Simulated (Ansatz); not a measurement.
The start is a relaxed Ga2O3 cell, doubled along one cell vector, shaken by Gaussian noise of σ = 0.08 Å a coordinate. Cell shape, volume and atoms are optimised at zero target pressure with r2SCAN (plane waves to 500 eV, PAW, scalar-relativistic; Ansatz, an electronic-structure program). First-step values are on the input's coarse k-mesh.

Ansatz input (later rounds restart from its end on a renewed k-mesh):
Ansatz 0.2 input:
```yaml
crystal:
  lattice:
    - [3.8727536841, 0, 0]
    - [0, 7.7455073682, 0]
    - [0, 0, 5.2679152182]
  atoms:
    - { symbol: Ga, position: [0.5145660252, 0.2395828378, 0.4997675061] }
    - { symbol: Ga, position: [0.4927355732, 0.7532623744, 0.4726931203] }
    - { symbol: Ga, position: [0.4971862389, 0.2324026451, 0.0000113459] }
    - { symbol: Ga, position: [0.4916241497, 0.7448964512, 0.0140153373] }
    - { symbol: O, position: [0.0244177122, -0.0035031391, 0.0069383534] }
    - { symbol: O, position: [-0.0253493796, 0.4964573969, -0.0228568317] }
    - { symbol: O, position: [0.5012100316, 0.0023721963, -0.0012340262] }
    - { symbol: O, position: [0.4974661582, 0.5141561491, -0.0085344154] }
    - { symbol: O, position: [0.0180607261, 0.256022171, 0.013753109] }
    - { symbol: O, position: [0.0422653192, 0.7474037165, -0.0294004759] }
basis: { ecutwfc: 500, ecutrho_ratio: 4, xc_grid: 4, fft_grid_basis: typed }
kpoints: { mp_grid: { grid: [6, 3, 5] } }
hamiltonian:
  xc: r2scan
  dispersion: none
  pseudopotentials: { azcp: { folder: ./paw }, kind: paw }
scf: { occupations: { method: fermi_dirac, width: 0.05 } }
relax: { f_tol: 0.01, max_steps: 100, cell: { stress_tol: 0.02 } }
output: { forces: true, stress: true }
```

**Question.** How large is the pressure on the unrelaxed cell, and of which sign?

**Answer.** +4.1 GPa (positive: the cell is compressed).

**Question.** By how much does the energy per atom fall from start to end?

**Answer.** 1.34 eV/atom.

**Question.** How does the volume change?

**Answer.** -12.2 %, from 15.80 to 13.87 Å³/atom.

**Question.** Is the parent structure recovered?

**Answer.** It does not go back: it reaches P1 (No. 1), 1.23 eV/atom below the parent.

**Question.** How do the shortest distances between atoms change?

**Answer.** The closest pairs of elements (up to four, under 3.6 Å), start → end: O–O 1.85 → 1.48 Å; Ga–O 1.76 → 1.84 Å; Ga–Ga 2.42 → 2.51 Å.

**Question.** What band gap does the relaxed structure have at this level?

**Answer.** 1.07 eV, indirect (valence top at k = (0.3636, 0.1429, 0), conduction bottom at k = (0.4545, 0, 0)) (no spin-orbit coupling).

Final values are on a 11×7×4 k-mesh of the relaxed cell. The relaxed cell holds bonded O–O pairs (1.48 Å). No spin polarisation in the result.

The relaxed structure here is a generated cell of Ga2O3: the first start was made by a random draw of sites in a space group, and the end was not matched to a known phase here, so it may be hypothetical. Known forms of Ga2O3 include space group No. 12, 167.
